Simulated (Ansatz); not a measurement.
With LDA in the plane-wave PAW code Ansatz, GeAs in the monoclinic phase (C2/m; Pearson symbol mS24) relaxes to a = 14.989 Å, b = 3.800 Å, c = 9.283 Å, β = 98.7°. Ge on 4i has 4 nearest neighbours from 2.43 Å (tetrahedral); Ge on 4i has 4 nearest neighbours from 2.45 Å (tetrahedral); As on 4i has 3 nearest neighbours from 2.46 Å (trigonal pyramidal). Its formation energy from the elements is -0.023 eV/atom, with no fitted shifts.

It is gapped at this level: 0.09 eV (indirect). The electron mass is 0.062, 0.073, 0.18 mₑ (principal values). The hole mass is 0.11, 0.35, 0.50 mₑ (principal values).

An equation-of-state fit gives a bulk modulus of 38.1 GPa.

The start of the workflow was typed in or built on a structure type; neither database checked (COD, Materials Project) lists it. Its standing as an ambient phase is unchecked. The LDA relaxation kept the symmetry of its start; whether a distortion lowers the energy is not shown. The volume moved by -23 % from the start of the relaxation. A crystal of weakly bound layers computed without a dispersion correction: the cell and the soft elastic constants depend strongly on that. The references are the lowest solids computed at this level, not always the standard phases. Spin–orbit coupling is left out wherever it is not named.

Potentials: the earlier of the program's two PAW sets. The files were generated under PBE; for other functionals the program regenerates the frozen cores, and for LDA and PBEsol the local potential too.
